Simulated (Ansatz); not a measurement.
MoW:
```
CELL_PARAMETERS angstrom
      3.14198     0.00000     0.00000
      0.00000     3.14198     0.00000
      0.00000     0.00000     3.14198
ATOMIC_POSITIONS crystal
  Mo 0.00000 0.00000 0.00000
  W  0.50000 0.50000 0.50000
```

This is the PBEsol-relaxed structure.

**Question.** All from the program Ansatz at the PBEsol level (PAW), unless another level is named. Give the Hill bulk and shear moduli.

**Answer.** 302 and 143 GPa.

**Question.** Give the highest zone-centre frequency.

**Answer.** 186 cm^-1.

**Question.** And the elastic constants (relaxed ions, GPa)?

**Answer.** C11 = 525, C12 = 190, C44 = 128.

Space group Pm-3m (CsCl type). The start of the workflow was typed in or built on a structure type; neither database checked (COD, Materials Project) lists it. Its standing as an ambient phase is unchecked. The PBEsol relaxation kept the symmetry of its start; whether a distortion lowers the energy is not shown. The run is not spin-polarised. As this level gives no gap, shear constants depend on the k-mesh and smearing (Fermi–Dirac, 0.1 eV here). As this level gives no gap, phonon frequencies hold no LO–TO term and depend on the k-mesh and smearing (Fermi–Dirac, 0.1 eV here). Scalar-relativistic: spin–orbit coupling is off unless named, which matters more the heavier the elements.

Potentials: the earlier of the program's two PAW sets. The files were generated under PBE; for other functionals the program regenerates the frozen cores, and for LDA and PBEsol the local potential too.
